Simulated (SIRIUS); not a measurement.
Set-up for a self-consistent single point of Si2W (I4/mmm, 6 atoms in the cell; from Materials Project mp-1620, changed as shown).

```xyz
6
Lattice="3.2090 0.0000 0.0000 0.0000 3.2090 0.0000 0.0000 0.0000 7.7882" Properties=species:S:1:pos:R:3 pbc="T T T"
Si     0.0000     0.0000     2.6090
Si     1.6045     1.6045     1.2851
Si     1.6045     1.6045     6.5031
Si     0.0000     0.0000     5.1793
W      0.0000     0.0000     0.0000
W      1.6045     1.6045     3.8941
```

Computed with LDA (PW92), GBRV LDA ultrasoft pseudopotentials (plane waves; SIRIUS 7.12.0).

SIRIUS settings:

| setting | value |
|---|---|
| parameters.ngridk | 12 12 4 |
| parameters.xc_functionals | [XC_LDA_X, XC_LDA_C_PW] |
| parameters.gk_cutoff | 6.325 1/bohr |
| parameters.pw_cutoff | 14.143 1/bohr |
| parameters.smearing | fermi_dirac |
| parameters.smearing_width | 0.00367493 Ha |
| potentials | GBRV LDA ultrasoft pseudopotentials |
| parameters.electronic_structure_method | pseudopotential |
| parameters.num_bands | 26 |
| parameters.num_mag_dims | 0 |
| parameters.num_dft_iter | 100 |
| parameters.energy_tol | 1e-07 Ha |
| parameters.density_tol | 1e-06 |
| mixer.type | anderson |
| mixer.beta | 0.7 |
| mixer.use_hartree | true |

Results:

| Item | Value |
|---|---|
| Number of valence electrons | 44 |
| Number of bands | 26 |
| Number of k-points after the program's reduction | 84 |
| Number of plane waves (most at a k-point) | 2352 |
| Number of SCF iterations | 11 |
| FFT grid | 30 × 30 × 72 |
| Free energy E − TS | -4859.9556 eV |
| Fermi level (on the code's own zero) | 16.61 eV |
| Pressure | -5.22 GPa |
| Largest force (vector length) | 0.022 eV/Å |

Forces (eV/Å):
| atom | Fx | Fy | Fz |
|---|---|---|---|
| Si1 | 0.000 | 0.000 | -0.022 |
| Si2 | 0.000 | 0.000 | 0.022 |
| Si3 | 0.000 | 0.000 | -0.022 |
| Si4 | 0.000 | 0.000 | 0.022 |
| W5 | 0.000 | 0.000 | 0.000 |
| W6 | 0.000 | 0.000 | 0.000 |

Stress (GPa, positive for compression):
```
-5.81   0.00   0.00
 0.00  -5.81   0.00
 0.00   0.00  -4.04
```

For comparison: a first run was changed to give this one (lattice scaled by 0.98), and from it to this one the free energy drops by 52.3 meV/atom, the pressure goes from -17.02 to -5.22 GPa and the largest force goes from 0.128 to 0.022 eV/Å.

The structure comes from a collection of computed structures, made at another level of theory; the collection holds predicted forms beside known ones. Its lattice was then scaled.

Cost on one core: about 80 core-seconds (a rough figure).
